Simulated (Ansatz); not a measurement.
Hcp Ru (0001), 5 layers, DFT, LDA, all-electron LAPW, scalar-relativistic (Ansatz 0.2.0), on 2 threads of Arm Neoverse V2 (shared host).

Command: `ansatz run input.yaml --threads 2 --pin off --max-ram 4096MiB --backend cpu --events-out ev --progress --plain --runs-dir out`

```yaml
crystal:
  lattice:
    - [2.6752522144, 0.0, 0.0]
    - [-1.3376261072, 2.3168363792, 0.0]
    - [0.0, 0.0, 24.4488]
  atoms:
    - { symbol: Ru, position: [0.0, 0.0, 0.3298286216] }
    - { symbol: Ru, position: [0.3333333333, 0.6666666667, 0.4130118673] }
    - { symbol: Ru, position: [0.0, 0.0, 0.5000000005] }
    - { symbol: Ru, position: [0.3333333333, 0.6666666667, 0.5869881316] }
    - { symbol: Ru, position: [0.0, 0.0, 0.6701713788] }
kpoints:
  mp_grid: { grid: [14, 14, 1] }
scf:
  occupations: { method: fermi_dirac, width: 0.1 }
hamiltonian:
  xc: lda
  pseudopotentials: { kind: all_electron, lapw: { basis_error: 0.001 } }
output:
  forces: true
  stress: true
  eigenvalues: true
efield:
  axis: 3
  amplitude: 0.3
  dipole_correction: true
```

**Question.** How large is the problem that the program sets up?

**Answer.** 24 irreducible k-points, 1821 plane waves at Γ, 96 bands.

**Question.** About how long does it take, and how much memory?

**Answer.** 120 s of wall time for 10 SCF iterations, with a peak of 0.92 GiB. Times on shared machines scatter by tens of per cent.
